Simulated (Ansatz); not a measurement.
Given:

LaWN3:
```yaml
crystal:
  lattice:
    - [2.82380, 1.63032, 4.57666]
    - [-2.82380, 1.63032, 4.57666]
    - [0.00000, -3.26064, 4.57666]
  atoms:
    - { symbol: La, position: [0.53680, 0.53680, 0.53680] }
    - { symbol: La, position: [0.03680, 0.03680, 0.03680] }
    - { symbol: W, position: [0.78547, 0.78547, 0.78547] }
    - { symbol: W, position: [0.28547, 0.28547, 0.28547] }
    - { symbol: N, position: [0.00039, 0.10326, 0.55578] }
    - { symbol: N, position: [0.55578, 0.00039, 0.10326] }
    - { symbol: N, position: [0.10326, 0.55578, 0.00039] }
    - { symbol: N, position: [0.05578, 0.60326, 0.50039] }
    - { symbol: N, position: [0.60326, 0.50039, 0.05578] }
    - { symbol: N, position: [0.50039, 0.05578, 0.60326] }
```

This is the PBEsol-relaxed structure. Cartesian axes are those of the cell as given.

Task: All from the program Ansatz at the PBEsol level (PAW), unless another level is named. Estimate the Hill bulk and shear moduli.

Result: 202 and 64.6 GPa.

Task: Give the elastic constants (relaxed ions, GPa).

Result: C11 = 349, C12 = 192, C13 = 113, C14 = 43.9, C33 = 302, C44 = 63.7.

Task: What about the vibrational entropy at 300 K?

Result: 22.4 J/(K·mol of atoms).

Task: And the piezoelectric stress constants (proper, relaxed ions, C/m²)?

Result: e15 = e24 = -6.19, e16 = e21 = 1.44, e22 = -1.44, e31 = e32 = -2.12, e33 = -4.51.

Space group R3c. The first step of the workflow began from a Materials Project structure, measured or hypothetical; the Crystallography Open Database copy checked does not list it. Whether it is the stable phase at ambient conditions was not checked. Symmetry was held in the PBEsol relaxation; phonons on a q-mesh show no instability. No spin polarisation was allowed. Spin–orbit coupling is left out wherever it is not named.

Potentials: the later of the program's two PAW sets.
